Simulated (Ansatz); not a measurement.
Values for one crystal, relaxed and computed with plane-wave PAW PBE (Ansatz code); other levels are named.

```yaml
volume_per_atom: 24.07 Å³
electronic_character: metallic (no gap)
Pressure derivative B′: 5.4
Density of states at the Fermi level: 3.0 states/eV per atom (mean over ±0.08 eV)
Bulk modulus (Birch–Murnaghan fit): 115 GPa
Gap with spin–orbit coupling: none (metallic)
```

Task: Pick the material that matches.
A. Ag, diamond
B. Pt, diamond
C. Ti, diamond
D. Bi, diamond

Result: B, Pt, diamond

Space group Fd-3m (diamond). The start of the workflow was typed in or built on a structure type; neither database checked (COD, Materials Project) lists it. It is not the phase usual at ambient conditions (space group No. 225). Symmetry was held in the PBE relaxation; its stability against distortions is not shown here. No spin polarisation was allowed. Spin–orbit coupling is left out wherever it is not named.

Potentials: the earlier of the program's two PAW sets.
